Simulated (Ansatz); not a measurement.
Cu3Sb:
```
CELL_PARAMETERS angstrom
      4.53348     0.00000     0.00000
     -2.26674     3.92611     0.00000
      0.00000     0.00000     4.94561
ATOMIC_POSITIONS crystal
  Sb 0.00000 0.00000 0.00000
  Cu 0.00000 0.00000 0.50000
  Cu 0.33333 0.66667 0.00000
  Cu 0.66667 0.33333 0.00000
```

Relaxed with PBE. Special points in fractions of this cell's reciprocal vectors: Γ (0.000, 0.000, 0.000); M (0.500, 0.000, 0.000); K (0.333, 0.333, 0.000); A (0.000, 0.000, 0.500); L (0.500, 0.000, 0.500); H (0.333, 0.333, 0.500).

Q: List the band energies nearest the Fermi level at these points for the program Ansatz at the PBE level (PAW).

A: In eV from the Fermi level; about four levels below and three above (degenerate sets whole), none deeper than 8.9 eV; points with the same levels are listed once.

| k | below | above |
|---|---|---|
| Γ | -2.63 -2.63 -2.62 -2.62 -0.09 | 0.35 0.35 0.42 |
| M | -2.70 -2.52 -2.48 -1.53 | 0.34 1.09 2.82 |
| K | -2.58 -2.49 -2.49 -1.49 | 0.82 3.68 3.68 |
| A | -2.69 -2.55 -2.55 -0.01 | 0.93 0.93 2.48 2.48 |
| L | -2.33 -2.00 -1.85 -0.41 | 0.74 3.74 4.06 |
| H | -2.58 -2.37 -2.37 -1.94 | 0.58 0.58 4.88 |

Space group P6/mmm. The start of the workflow was typed in or built on a structure type; neither database checked (COD, Materials Project) lists it. Whether it is the stable phase at ambient conditions was not checked. Symmetry was held in the PBE relaxation; whether a distortion lowers the energy is not shown. The run is not spin-polarised. Its formation energy is positive at this level, so the cell may be metastable or incomplete. Spin–orbit coupling is left out wherever it is not named.

Potentials: the earlier of the program's two PAW sets.
